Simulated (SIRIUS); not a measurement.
Consider a self-consistent single point of Au (Fm-3m, 4 atoms in the cell; from Materials Project mp-81, changed as shown).

```yaml
crystal:
  lattice:
    - [4.25472, 0.00000, 0.00000]
    - [0.00000, 4.25472, 0.00000]
    - [0.00000, 0.00000, 4.25472]
  atoms:
    - { symbol: Au, position: [0.00000, 0.00000, 0.00000] }
    - { symbol: Au, position: [0.00000, 0.50000, 0.50000] }
    - { symbol: Au, position: [0.50000, 0.00000, 0.50000] }
    - { symbol: Au, position: [0.50000, 0.50000, 0.00000] }
```

Method: PBE, FP-LAPW (LAPW with two local orbitals a valence shell; core below -3 Ha), all-electron full potential with ZORA scalar-relativistic valence and Dirac core in SIRIUS 7.12.0.

SIRIUS settings:

* **parameters.ngridk**: 12 12 12
* **basis**: LAPW with two local orbitals a valence shell, core below -3 Ha
* **unit_cell.atom_type_rmt**: {Au: 2.4} bohr
* **parameters.xc_functionals**: [XC_GGA_X_PBE, XC_GGA_C_PBE]
* **parameters.aw_cutoff**: 7
* **parameters.pw_cutoff**: 20 1/bohr
* **parameters.smearing**: fermi_dirac
* **parameters.smearing_width**: 0.00183747 Ha
* **parameters.electronic_structure_method**: full_potential_lapwlo
* **parameters.lmax_apw**: 8
* **parameters.lmax_rho**: 8
* **parameters.lmax_pot**: 8
* **parameters.auto_rmt**: 0
* **parameters.num_fv_states**: 41
* **parameters.num_mag_dims**: 0
* **parameters.num_dft_iter**: 100
* **parameters.energy_tol**: 1e-07 Ha
* **parameters.density_tol**: 1e-06
* **mixer.type**: anderson
* **mixer.beta**: 0.2
* **mixer.use_hartree**: false

Results:

| Quantity | Result |
|---|---|
| Number of valence electrons | 68 |
| Number of bands | 41 |
| Number of k-points after the program's reduction | 84 |
| Size of the basis | 296 |
| Number of SCF iterations | 11 |
| FFT grid | 54 × 54 × 54 |
| Free energy E − TS | -2073279.5697 eV |
| Fermi level (on the code's own zero) | 7.38 eV |

For comparison: a first run was changed to give this one (lattice scaled by 1.02), and from it to this one the free energy goes up by 31.3 meV/atom.

The structure comes from a collection of computed structures, made at another level of theory; the collection holds predicted forms beside known ones. Values depend on the basis (sphere radii, cutoffs, local orbitals), which need not be converged.

Cost on one core: about 70 core-seconds (a rough figure).
